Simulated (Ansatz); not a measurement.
BN (h-BN type, space group P6_3/mmc)

```
CELL_PARAMETERS angstrom
      2.50045     0.00000     0.00000
     -1.25023     2.16545     0.00000
      0.00000     0.00000     6.41121
ATOMIC_POSITIONS crystal
  B  0.33333 0.66667 0.25000
  B  0.66667 0.33333 0.75000
  N  0.33333 0.66667 0.75000
  N  0.66667 0.33333 0.25000
```

The slice is a (1 -1 0 0) plane (indices of the conventional cell) through the point (0.667, 0.333, 0.250) (fractional), spanned by u = [110] and v = [001] in vectors of this cell: u (2.50 Å) and v (6.41 Å, at 90° to u). It covers one period; positions are fractions (u, v).

All values below come from PBEsol-D3(BJ) (plane waves to 420 eV, PAW, scalar-relativistic; Ansatz, a quantum-chemistry and plane-wave program). k mesh 15×15×5. Near the nuclei the fields are pseudised (PAW); where an atom keeps semicore shells as valence, they peak there. BN was relaxed with its symmetry unable to fall.

Around which element is the density of the highest valence band (whole band, smooth part) largest on this plane?

N. Mean over a disc round each atom, of radius 0.45 times the shortest bond: N 0.285, B 0.050 e/Å³.

Predict the map of the electron localisation function (ELF) on the slice.


```
|xx++@@@@%%====%%@@@@++|
|##%%@@@@##----##@@@@%%|
|@@@@@@%%++----++%%@@@@|
|%%%%##**--::::--**##%%|
|**++==--..    ..--==++|
|......            ....|
|                      |
|                      |
|........::::::::......|
|::----============----|
|::--++************++--|
|  ..**%%%%####%%%%**..|
|xx  **@@%%%%%%%%@@**  |
|xxxx++@@@@%%%%@@@@++xx|
|xx  **@@%%%%%%%%@@**  |
|  ..**%%%%####%%%%**..|
|::--++************++--|
|::----============----|
|........::::::::......|
|                      |
|                      |
|......            ....|
|**++==--..    ..--==++|
|%%%%##**--::::--**##%%|
|@@@@@@%%++----++%%@@@@|
|##%%@@@@##----##@@@@%%|
|xx++@@@@%%====%%@@@@++|
|xxxx%%@@%%====%%@@%%xx|
```
Scale: ten equal steps from 0.02 (start of ' ') to 0.84 (end of '@'), in the order ' .:-=+*#%@'. Values: electron localisation function (ELF). The map has 11 points along u (two characters each, u = 0 at the left) and 28 along v (v = 0 in the bottom row). Points within 0.3 Å of a nucleus are blanked (x), as the pseudised field means little there.
